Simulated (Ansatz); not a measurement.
Data:

GeSe (rock salt, space group No. 225), a = b = c = 5.560 Å, α = β = γ = 90.00°; the cell used has 2 atoms.

This is the PBEsol-relaxed structure.

Task: All from the program Ansatz at the PBEsol level (PAW), unless another level is named. Predict the Debye temperature from the elastic constants.

Result: 338 K.

Task: What about the elastic constants (relaxed ions, GPa)?

Result: C11 = 186, C12 = 6.2, C44 = 30.3.

Space group Fm-3m (rock salt). The first step of the workflow began from a Materials Project structure, measured or hypothetical; the Crystallography Open Database copy checked does not list it. It is not the phase usual at ambient conditions (space group No. 62). The cell was relaxed with PBEsol under the symmetry of its start. At this level the phase is dynamically unstable (imaginary phonons). As this level gives no gap, shear constants depend on the k-mesh and smearing (Fermi–Dirac, 0.1 eV here).

Potentials: the earlier of the program's two PAW sets.
